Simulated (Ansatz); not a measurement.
Te₂Mo:
```
CELL_PARAMETERS angstrom
      3.46691     0.00000     0.00000
      0.00000     6.32991     0.00000
      0.00000     0.00000    35.00000
ATOMIC_POSITIONS crystal
  Te 0.75000 0.07120 0.45787
  Te 0.25000 0.57969 0.44142
  Mo 0.75000 0.68101 0.49732
  Te 0.25000 0.92880 0.54213
  Te 0.75000 0.42031 0.55858
  Mo 0.25000 0.31899 0.50268
```
Free-standing layer in the xy plane with vacuum along z and no interaction between images.

Relaxed with r²SCAN+D4. Special points in fractions of this cell's reciprocal vectors: Γ (0.000, 0.000, 0.000); X (0.500, 0.000, 0.000); S (0.500, 0.500, 0.000); Y (0.000, 0.500, 0.000).

Q: List the band energies nearest the Fermi level at these points for r²SCAN+D4 with spin–orbit coupling in the plane-wave PAW code Ansatz.

A: In eV from the Fermi level; about four levels below and three above (degenerate sets whole), none deeper than 8.9 eV; points with the same levels are listed once.

```csv
k,below,above
Γ,-0.70 -0.70 -0.42 -0.42,0.08 0.08 0.72 0.72
X,-1.54 -1.54 -1.54 -1.54,1.26 1.26 1.26 1.26
S,-1.00 -1.00 -1.00 -1.00,1.20 1.20 1.20 1.20
Y,-0.87 -0.87 -0.77 -0.77,0.15 0.15 1.08 1.08
```

Space group P2_1/m (1T′). A layer that has been made, often on a substrate. The r²SCAN+D4 relaxation kept the symmetry of its start; whether a distortion lowers the energy is not shown. No spin polarisation was allowed.

Potentials: the later of the program's two PAW sets.
